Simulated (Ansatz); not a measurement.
Crystals of one structure type (wurtzite) and one family of elements, relaxed and computed with PBEsol in the plane-wave PAW code Ansatz.

```
crystal  K_Hill (GPa)  G_Hill (GPa)
-------  ------------  ------------
GaAs             69.2          42.6
BAs               141             ?
BP                170           164
GaN               188           107
AlN               201           119
BN                385           389
```

Problem. Fit a straight line to ln G against ln K and predict the withheld value.

Solution. Least squares on the 5 shown rows: ln G = 1.24 × ln K + (-1.561), with a scatter of 24.1 %. For BAs this gives 97.1. The run itself gave 131, a miss of 25.9 % of that.

Not the usual ambient phase: GaAs, wurtzite; BAs, wurtzite; BP, wurtzite. All cells were relaxed under the symmetry of their starts (and spin orders); stability against distortions was not tested throughout. Scalar-relativistic: spin–orbit coupling is off unless named, which matters more the heavier the elements.

Potentials: the earlier of the program's two PAW sets. The files were generated under PBE; for other functionals the program regenerates the frozen cores, and for LDA and PBEsol the local potential too.
